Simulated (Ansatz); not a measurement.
Values for one crystal, relaxed and computed with the program Ansatz at the LDA level (PAW); other levels are named.

Volume per atom: 32.69 Å³
Band gap: 0.15 eV (direct)
Conduction-band minimum: at Γ
Electron effective mass: 0.066, 0.066, 0.074 mₑ (principal values)
Formation energy from the elements (no fitted shifts): -0.21 eV/atom
Zone-centre stability: no imaginary mode at Γ
Highest zone-centre frequency (without LO–TO term): 141 cm⁻¹

Problem. Which compound is it?
A) MgTe, wurtzite
B) Bi2Te3, R-3m (Bi on 6c, Te on 3a, Te on 6c)
C) CdS, zinc blende
D) CdS, wurtzite

Solution. B, Bi2Te3, R-3m (Bi on 6c, Te on 3a, Te on 6c)

The LDA relaxation kept the symmetry of its start. A crystal of weakly bound layers computed without a dispersion correction: the cell and the soft elastic constants depend strongly on that. The references are the lowest solids computed at this level, not always the standard phases. Scalar-relativistic: spin–orbit coupling is off unless named, which matters more the heavier the elements.

Potentials: the later of the program's two PAW sets.
